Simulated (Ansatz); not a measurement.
**Mg3Co: energy against volume and a worked fit**

The structure is cubic, space group Fm-3m (No. 225). Conventional cell: a = 6.508 Å, b = 6.508 Å, c = 6.508 Å, α = 90.00°, β = 90.00°, γ = 90.00°. Co (site symmetry m-3m) has 8 Mg at 2.82 Å as nearest neighbours. Around Mg (site symmetry -43m) lie 4 Co at 2.82 Å and 4 Mg at 2.82 Å. Around Mg (site symmetry m-3m) lie 8 Mg at 2.82 Å.

The cell comes from a database or a generator and needn't be the stable form of this composition.

The cell was scaled at fixed shape and fractions and run with Ansatz, Ansatz PAW, cutoff 420 eV; PBE, k mesh 7 × 7 × 7 on the cell of 4 atoms, fermi-dirac occupations of 0.05 eV, collinear spin, ferromagnetic start, no spin-orbit coupling. Energies are those that the program minimises, any entropy of the smearing included. For a metal such a mesh isn't converged to the digits shown. The magnetic state is the one that the start led to, which needn't be the lowest.

| V (Å³/atom) | energy over the lowest row (meV/atom) |
| --- | --- |
| 16.1965 | 14.735 |
| 16.5411 | 6.752 |
| 16.8857 | 1.941 |
| 17.2303 | 0.000 |
| 17.5749 | ? |
| 17.9196 | 3.591 |
| 18.2642 | 8.592 |

Q: Fit the third-order Birch-Murnaghan form, give V0, B0 and B′, and predict the energy left open.

A: With y = (V0/V)^(2/3), E = E0 + (9 V0 B0/16) [(y - 1)³ B′ + (y - 1)² (6 - 4y)]. Least squares through the rows shown give V0 = 17.3125 Å³/atom, E0 = -0.065 meV, B0 = 58.44 GPa (1 eV/Å³ = 160.218 GPa) and B′ = 4.43, with a largest miss of 0.009 meV. At V = 17.5749 the form with these constants gives 0.641 meV; the run gave 0.640 meV an atom.
